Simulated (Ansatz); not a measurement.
Start of a relaxation of YCdC4N4:

```cif
data_structure
_symmetry_space_group_name_H-M 'P-43m'
_symmetry_Int_Tables_number 215
_cell_length_a 6.2134
_cell_length_b 6.2134
_cell_length_c 6.2134
_cell_angle_alpha 90.000
_cell_angle_beta 90.000
_cell_angle_gamma 90.000
_cell_volume 239.88
loop_
_atom_site_label
_atom_site_type_symbol
_atom_site_symmetry_multiplicity
_atom_site_Wyckoff_symbol
_atom_site_fract_x
_atom_site_fract_y
_atom_site_fract_z
_atom_site_occupancy
Y1 Y 1 b 0.50000 0.50000 0.50000 1
Cd1 Cd 1 a 0.00000 0.00000 0.00000 1
C1 C 4 e 0.18593 0.18593 0.18593 1
N1 N 4 e 0.29465 0.29465 0.29465 1
```

Theory: DFT PBE, scalar-relativistic, plane waves, PAW in Ansatz 0.2.0. Cutoff 420 eV, Gaussian smearing, Γ-centred meshes. Cell and atoms relax first on a coarse mesh and then on a finer one. In between, the cell is made exact in the group found at 0.06 Å. In metals the finer mesh still leaves noise of several meV/atom or more. The steps can't lower the symmetry of their start. No spin polarisation.

A guess keeps its type if space group and coordination stay and the shape of the cell changes little (axis ratios within about 15 %, angles within 6°); the volume may change.

Q: Will the relaxed cell still be of the starting type?

A: It keeps its type. The symmetry stays P-43m (No. 215). The volume per atom grows by 17.3 %, from 24.0 to 28.1 Å³. The shortest distance goes from 1.17 Å (C–N) to 1.18 Å (C–N). Counting neighbours within 15 % of an atom's shortest distance, the start has C 1, Cd 4, N 1, Y 4 and the end C 1, Cd 4, N 1, Y 4.

The last run used a 6×6×6 mesh for its 10-atom cell and Gaussian smearing of 0.10 eV. The cell is a metal run without spin, though a test with spin on the coarse mesh kept 1.0 μB a cell, so a magnetic state probably lies lower. A structure relaxed within its symmetry needn't be a true minimum.
